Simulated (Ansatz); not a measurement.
**VBiO4 (scheelite type, space group I4_1/a), energy against volume**

VBiO4 (scheelite type, space group I4_1/a)

Space group I4₁/a, origin choice 1 (No. 88); a = b = 5.166 Å, c = 11.779 Å, α = β = γ = 90.00°

```json
[
 {"atom": "Bi", "site": "4a", "symmetry": "-4..", "x": "0.0000", "y": "0.0000", "z": "0.0000"},
 {"atom": "V", "site": "4b", "symmetry": "-4..", "x": "0.0000", "y": "0.0000", "z": "0.5000"},
 {"atom": "O", "site": "16f", "symmetry": "1", "x": "0.2509", "y": "0.3616", "z": "0.0781"}
]
```
(The calculation used a cell of 12 atoms; values per cell refer to that cell.)

This relaxed cell (volume V₀) is scaled evenly in all directions, its shape held. The atoms relax within the cell's symmetry.

The numbers are results of PBE (plane waves to 420 eV, PAW, scalar-relativistic; Ansatz, a program for electronic structure), not measurements. k mesh 7×7×7 (Γ-centred), Fermi-Dirac smearing 0.05 eV. Energies are smeared free energies. Compression counts positive. Some relaxations began with atoms very close together and may have settled on another branch. With the shape held, the modulus is that of even scaling; a crystal free to change shape is softer. Spin-orbit coupling is left out, though Bi is heavy. The PAW data are Ansatz's earlier set. This is one of several known forms of VBiO4; the measured ambient cells at hand have space group No. 15 or 60. VBiO4 is run without spin polarisation. VBiO4 was relaxed with its symmetry unable to fall. ΔE is measured from the relaxed starting cell.

```csv
V/V₀,ΔE (meV/atom),P (GPa)
0.840,179.4,31.9
0.880,93.0,21.3
0.920,38.2,12.6
0.960,8.8,5.6
1.000,0.0,0.0
1.040,7.6,-4.4
1.080,28.1,-8.0
1.120,58.9,-10.7
1.160,97.7,-12.9
```

What the scan shows:

The pressure at the smallest volume is 31.9 GPa. The energy cost of the largest compression comes out as 179.4 meV/atom, the energy cost of the largest expansion is 97.7 meV/atom and the bulk modulus at fixed cell shape B₀ (third-order Birch-Murnaghan fit) comes out as 123 GPa. The pressure derivative B₀′ (fit) is 4.6. The equilibrium volume of the fit is 13.10 Å³/atom. The pressure for 5 % compression (fit) is 7.1 GPa.

The 9 points together took about 11 core-minutes (a rough figure).

(Under strain, the slope of the energy per volume gives the stress and its curvature an elastic modulus.)
